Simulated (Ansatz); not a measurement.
TaAs in space group I4_1md (No. 109; Ta on 4a, As on 4a) under volume change, plane-wave PAW LDA (Ansatz code), shape and atoms relaxed at each volume.

| V (Å³/atom) | E − E(relaxed) (meV/atom) | P (GPa) |
|---|---|---|
| 15.182 | 98.4 | 22.81 |
| 15.682 | 41.3 | 13.98 |
| 16.183 | 9.8 | 6.43 |
| 16.683 | 0.0 | 0.00 |
| 17.184 | [?] | [?] |
| 17.684 | 33.4 | -10.15 |
| 18.185 | [?] | [?] |

Q: What belongs in the gaps?

A: 
- 18.185, E − E(relaxed) (meV/atom): 71.5
- 18.185, P (GPa): -14.13
- 17.184, E − E(relaxed) (meV/atom): 8.8
- 17.184, P (GPa): -5.48

Q: What does a third-order Birch–Murnaghan fit give for V₀, B₀ and B′?

A: V₀ = 16.68 Å³/atom, B₀ = 197 GPa, B′ = 4.3.

The cell was relaxed with LDA under the symmetry of its start. The run is not spin-polarised. Spin–orbit coupling is left out wherever it is not named.

Potentials: the earlier of the program's two PAW sets.
